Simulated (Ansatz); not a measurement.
MgAu, DFT, LDA, PAW with Ansatz's default frozen-core files, scalar-relativistic (Ansatz 0.2.0), run on 1 thread of Arm Neoverse V2 on a shared host.

The geometry is COD entry 9008804, unchecked; take it as a test cell. The listed cell was then made from it by scaling, straining or moving an atom.

Command: `ansatz run input.yaml --threads 1 --pin off --max-ram 3072MiB --backend cpu --events-out ev --progress --plain --runs-dir out`

```yaml
crystal:
  lattice:
    - [3.301886497, 0.0, 0.0]
    - [0.0, 3.301886497, 0.0]
    - [0.0, 0.0, 3.301886497]
  atoms:
    - { symbol: Mg, position: [0.5, 0.5, 0.5] }
    - { symbol: Au, position: [0.0, 0.0, 0.0] }
kpoints:
  mp_grid: { grid: [13, 13, 13] }
scf:
  occupations: { method: fermi_dirac, width: 0.05 }
hamiltonian:
  xc: lda
  pseudopotentials: { kind: paw }
output:
  forces: true
  stress: true
  eigenvalues: true
  efg: { contact_densities: true }
  write_density: true
  write_potential: true
  elf: true
  volumetric_format: npy
```

**Question.** How large is the problem that the program sets up?

**Answer.** 84 irreducible k-points, 739 plane waves at Γ, 19 bands.

**Question.** Estimate the wall time and the peak memory.

**Answer.** 5.2 s of wall time for 6 SCF iterations, with a peak of 0.39 GiB. Times on shared machines scatter by tens of per cent.

**Question.** And the same cell and mesh by crystal-made all-electron datasets, asked for forces, stress, eigenvalues, efg, on the same hardware?

**Answer.** 7.7 s, peak memory 0.45 GiB.
